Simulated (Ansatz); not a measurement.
Zr:
```cif
data_Zr2
_chemical_formula_sum 'Zr2'
_space_group_name_H-M_alt 'P63/mmc'
_space_group_IT_number 194
_space_group_name_Hall '-P 6c 2c'
_cell_length_a 3.14324
_cell_length_b 3.14324
_cell_length_c 5.09235
_cell_angle_alpha 90.000
_cell_angle_beta 90.000
_cell_angle_gamma 120.000
loop_
_atom_site_label
_atom_site_type_symbol
_atom_site_symmetry_multiplicity
_atom_site_Wyckoff_symbol
_atom_site_fract_x
_atom_site_fract_y
_atom_site_fract_z
_atom_site_occupancy
Zr1 Zr 2 c 0.33333 0.66667 0.25000 1
```

Relaxed with LDA.

Q: Which orbitals make up the states near the Fermi level in the program Ansatz at the LDA level (PAW)?

A: Within 0.5 eV of the Fermi level: Zr 4d 89 %, Zr 5s 5 %. Projections are on Löwdin-orthogonalised atomic valence shells; empty p or d shells of many metals are not among them.

Q: Tabulate the density of states.

A: States/eV per cell of 2 atoms, in 0.25 eV bins, energy from the Fermi level.

| E (eV) | total | Zr 4d | Zr 5s | Zr 4p |
|---|---|---|---|---|
| -5.85 | 0.00 | 0.00 | 0.00 | 0.00 |
| -5.60 | 0.06 | 0.00 | 0.05 | 0.00 |
| -5.35 | 0.10 | 0.00 | 0.09 | 0.00 |
| -5.10 | 0.14 | 0.00 | 0.13 | 0.00 |
| -4.85 | 0.18 | 0.00 | 0.16 | 0.00 |
| -4.60 | 0.22 | 0.01 | 0.19 | 0.01 |
| -4.35 | 0.26 | 0.02 | 0.22 | 0.01 |
| -4.10 | 0.32 | 0.03 | 0.26 | 0.01 |
| -3.85 | 0.39 | 0.05 | 0.30 | 0.02 |
| -3.60 | 0.49 | 0.10 | 0.36 | 0.02 |
| -3.35 | 0.77 | 0.27 | 0.45 | 0.02 |
| -3.10 | 1.94 | 1.24 | 0.63 | 0.03 |
| -2.85 | 2.03 | 1.41 | 0.55 | 0.04 |
| -2.60 | 2.43 | 1.90 | 0.46 | 0.04 |
| -2.35 | 2.72 | 2.30 | 0.35 | 0.04 |
| -2.10 | 2.50 | 2.17 | 0.26 | 0.04 |
| -1.85 | 1.84 | 1.60 | 0.18 | 0.04 |
| -1.60 | 1.91 | 1.67 | 0.17 | 0.04 |
| -1.35 | 2.51 | 2.30 | 0.13 | 0.04 |
| -1.10 | 2.60 | 2.40 | 0.09 | 0.05 |
| -0.85 | 3.10 | 2.83 | 0.14 | 0.05 |
| -0.60 | 3.04 | 2.71 | 0.18 | 0.06 |
| -0.35 | 1.13 | 0.97 | 0.10 | 0.02 |
| -0.10 | 1.37 | 1.21 | 0.08 | 0.02 |
| 0.15 | 3.50 | 3.18 | 0.16 | 0.05 |
| 0.40 | 3.16 | 2.83 | 0.17 | 0.04 |
| 0.65 | 3.09 | 2.75 | 0.18 | 0.03 |
| 0.90 | 3.29 | 2.87 | 0.21 | 0.03 |
| 1.15 | 3.45 | 2.95 | 0.24 | 0.03 |
| 1.40 | 3.70 | 3.26 | 0.20 | 0.03 |
| 1.65 | 2.67 | 2.34 | 0.12 | 0.02 |
| 1.90 | 1.76 | 1.55 | 0.07 | 0.01 |
| 2.15 | 1.58 | 1.42 | 0.04 | 0.00 |
| 2.40 | 1.48 | 1.40 | 0.02 | 0.00 |
| 2.65 | 1.39 | 1.32 | 0.02 | 0.00 |
| 2.90 | 1.36 | 1.30 | 0.02 | 0.00 |
| 3.15 | 1.33 | 1.27 | 0.03 | 0.00 |
| 3.40 | 1.34 | 1.28 | 0.03 | 0.00 |
| 3.65 | 1.39 | 1.31 | 0.04 | 0.00 |
| 3.90 | 1.63 | 1.53 | 0.06 | 0.00 |

Space group P6_3/mmc (hcp (Mg type)). The cell was relaxed with LDA under the symmetry of its start. The run is not spin-polarised. Spin–orbit coupling is left out wherever it is not named.

Potentials: the earlier of the program's two PAW sets. The files were generated under PBE; for other functionals the program regenerates the frozen cores, and for LDA and PBEsol the local potential too.
